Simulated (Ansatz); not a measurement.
Consider the following.

Ti3InN:
```
CELL_PARAMETERS angstrom
      4.10996     0.00000     0.00000
      0.00000     4.10996     0.00000
      0.00000     0.00000     4.10996
ATOMIC_POSITIONS crystal
  Ti 0.00000 0.50000 0.50000
  Ti 0.50000 0.00000 0.50000
  Ti 0.50000 0.50000 0.00000
  In 0.00000 0.00000 0.00000
  N  0.50000 0.50000 0.50000
```

This is the LDA-relaxed structure.

Question: All from LDA (plane waves, PAW; program Ansatz), unless another level is named. Predict the electronic character.

Answer: metallic (no gap).

Question: And the formation energy from the elements (no fitted shifts)?

Answer: -1.08 eV/atom.

Question: What about the density of states at the Fermi level?

Answer: 0.71 states/eV per atom (mean over ±0.08 eV).

Space group Pm-3m (anti-perovskite). The first step of the workflow began from a Materials Project structure, measured or hypothetical; the Crystallography Open Database copy checked does not list it. Whether it is the stable phase at ambient conditions was not checked. The cell was relaxed with LDA under the symmetry of its start; of distortions, only those at the zone centre were tested. No spin polarisation was allowed. The references are the lowest solids computed at this level, not always the standard phases (solids in place of the gases). Scalar-relativistic: spin–orbit coupling is off unless named, which matters more the heavier the elements.

Potentials: the later of the program's two PAW sets.
